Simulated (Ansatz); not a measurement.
The calculation used DFT PBE, scalar-relativistic, plane waves, PAW in Ansatz 0.2.0. Settings: cutoff 420 eV, Γ-centred meshes spaced at most about 0.3 Å⁻¹, and about 0.25 Å⁻¹ or finer for metals (2π included), Gaussian smearing. No spin polarisation in the final relaxations.

All energies are static (0 K, no zero-point motion). All come from trial cells, and lower structures may exist.

Question: Order these relaxed structures of Tl2B6Te by energy, lowest first, with the energy over the lowest of them.
1. Space group Fm-3m (No. 225), cubic, a = 8.305 Å. Tl is surrounded by 12 B at 3.06 Å and 4 Te at 3.60 Å; B is surrounded by 4 B at 1.74 Å, 1 B at 2.46 Å, 1 Te at 2.92 Å and 4 Tl at 3.06 Å; Te has 6 B at 2.92 Å.
2. Space group I4mm (No. 107), tetragonal, a = 4.952 Å, c = 12.434 Å. Around Tl lie 4 B at 3.06–3.15 Å, 4 Tl at 3.50 Å, 8 B at 3.55–3.67 Å, 2 Te at 3.74 Å and 2 Te at 4.22 Å; B on a site of symmetry m is surrounded by 4 B at 1.71–1.73 Å and 1 Te at 2.32 Å; B on a site of symmetry 4mm has 4 B at 1.73 Å, 1 B at 2.47 Å and 4 Tl at 3.15 Å; Te has 4 B at 2.32 Å; 1 more site not described.

Answer: 2 (0 meV/atom), 1 (244 meV/atom). Forms: 2 I4mm; 1 Fm-3m. Cell 2 and cell 1 both hold B–B units of three or more atoms. Even the lowest lies +0.64 eV/atom against the elements.

Spin–orbit coupling, which can matter for Te and Tl, is left out. Cells relaxed within their symmetry can be saddle points. The I4mm cell of Tl2B6Te came from shaking the Fm-3m one. Some types were kept out of the candidates beforehand, so the set may lack a known form.
